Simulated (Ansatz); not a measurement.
A geometry of Bi₂Se₃ away from equilibrium: step 2 of the relaxation of a relaxed Bi2Se3 cell stretched uniformly to 115 % of its volume. Computed with PBEsol (plane waves to 420 eV, PAW, scalar-relativistic; Ansatz, an electronic-structure program). Γ-centred k-mesh 6×6×6 on the run's cell (coarser than for final values), Fermi–Dirac smearing 0.05 eV. The plane waves were selected for a different cell earlier on the path.

```
Bi2Se3
1.0
    2.05863     1.18855     9.51794
   -2.05863     1.18855     9.51794
    0.00000    -2.37710     9.51794
Bi Se
2 3
Direct
  0.39973   0.39973   0.39973
  0.60027   0.60027   0.60027
  0.00000   0.00000   0.00000
  0.21551   0.21551   0.21551
  0.78449   0.78449   0.78449
```

**Question.** Give the Cartesian forces on all atoms (eV/Å).

**Answer.** 
```
atom    Fx    Fy     Fz
----  ----  ----  -----
Bi1   0.00  0.00  -0.57
Bi2   0.00  0.00   0.57
Se3   0.00  0.00   0.00
Se4   0.00  0.00  -0.76
Se5   0.00  0.00   0.76
```

The path ends in R-3m (No. 166) (AFLOW prototype A2B3_hR5_166_c_ac (C33, as in Bi2Te3)). No spin polarisation in the result.

The run could not lose the symmetry of its start.
